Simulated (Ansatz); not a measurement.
ScSiO in space group P4/nmm (No. 129; Sc on 2c, Si on 2a, O on 2c) at seven volumes, the program Ansatz at the PBEsol level (PAW), shape and atoms relaxed at each. One row is withheld.

```json
[
 {"V (Å³/atom)": "11.801", "P (GPa)": "?"},
 {"V (Å³/atom)": "12.190", "P (GPa)": "9.71"},
 {"V (Å³/atom)": "12.579", "P (GPa)": "4.45"},
 {"V (Å³/atom)": "12.968", "P (GPa)": "0.00"},
 {"V (Å³/atom)": "13.357", "P (GPa)": "-3.75"},
 {"V (Å³/atom)": "13.746", "P (GPa)": "-6.89"},
 {"V (Å³/atom)": "14.135", "P (GPa)": "-9.49"}
]
```

Q: Fit the shown pressures and predict the withheld one.

A: Third-order Birch–Murnaghan: P = (3/2)B₀(x^(7/2) − x^(5/2))[1 + (3/4)(B′ − 4)(x − 1)] with x = (V₀/V)^(2/3). Least squares on the six rows gives V₀ = 12.967 Å³/atom, B₀ = 135.5 GPa, B′ = 4.80. At V = 11.801, x = 1.0648 and P = 16.02 GPa. The run itself gave 15.92 GPa.

The start of the workflow was typed in or built on a structure type; neither database checked (COD, Materials Project) lists it. Whether it is the stable phase at ambient conditions was not checked. The PBEsol relaxation kept the symmetry of its start; phonons show weakly imaginary modes. No spin polarisation was allowed.

Potentials: the earlier of the program's two PAW sets. The files were generated under PBE; for other functionals the program regenerates the frozen cores, and for LDA and PBEsol the local potential too.
